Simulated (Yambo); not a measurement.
Consider the following.

```
CELL_PARAMETERS angstrom
      2.40251     1.38709     4.37208
     -2.40251     1.38709     4.37208
      0.00000    -2.77419     4.37208
ATOMIC_POSITIONS crystal
  O  0.94386 0.55614 0.25000
  O  0.05614 0.44386 0.75000
  O  0.25000 0.94386 0.55614
  O  0.75000 0.05614 0.44386
  O  0.55614 0.25000 0.94386
  O  0.44386 0.75000 0.05614
  Al 0.14790 0.14790 0.14790
  Al 0.85210 0.85210 0.85210
  Al 0.35210 0.35210 0.35210
  Al 0.64790 0.64790 0.64790
```

Workflow: PBEsol (pw.x of Quantum ESPRESSO, ONCV potentials, without SOC), then G0W0 in Yambo (4×4×4 Γ-centred k mesh, 169 bands and a 8 Ry block in the screening, 169 bands in G with the Bruneval-Gonze terminator, plasmon pole fitted at 27.2 eV).

### Question
Give the PBEsol and G0W0 gaps between the band edges found on this mesh, and say where the edges lie.

### Answer
Edges: Γ → Γ. PBEsol: 5.82 eV; G0W0: 8.18 eV. Nearest settings tried, and what they do to the gap: 3 Ry block (65 vectors against 223): -246 meV. Not varied: bands in G, bands in W, mesh. So the settings aren't converged at that level. 

Geometry of the Materials Project entry, not relaxed at this level.
